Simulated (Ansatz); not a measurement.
Zn₂SeS:
```
Zn2SeS
1.0
    1.91992     1.10847     6.27798
   -1.91992     1.10847     6.27798
    0.00000    -2.21693     6.27798
Zn Se S
2 1 1
Direct
  0.00391   0.00391   0.00391
  0.49626   0.49626   0.49626
  0.62432   0.62432   0.62432
  0.12549   0.12549   0.12549
```

Relaxed with LDA.

### Question
Give the optical modes at the zone centre with their infrared and Raman activity from DFPT, the program Ansatz at the LDA level (PAW).

### Answer
Transverse frequencies, without the LO–TO term; a row sums one degenerate level.

```
ω (cm⁻¹)  degeneracy  IR ((D/Å)²/amu)  Raman (Å⁴/amu)  activity  symmetry
--------  ----------  ---------------  --------------  --------  --------
62                 2             0.00            0.15     Raman         E
191                1             0.02              14  IR+Raman        A1
222                1             3.10            0.12  IR+Raman        A1
230                2             5.44            0.52  IR+Raman         E
278                2             7.81             3.0  IR+Raman         E
313                1             3.59            0.96  IR+Raman        A1
```

### Question
How high does the top mode go among those that the LO–TO term moves?

### Answer
313 cm⁻¹ for q along x, 313 cm⁻¹ for q along y, 339 cm⁻¹ for q along z.

Space group R3m. The first step of the workflow began from a Materials Project structure, measured or hypothetical; the Crystallography Open Database copy checked does not list it. Whether it is the stable phase at ambient conditions was not checked. Symmetry was held in the LDA relaxation; of distortions, only those at the zone centre were tested.

Potentials: the later of the program's two PAW sets.
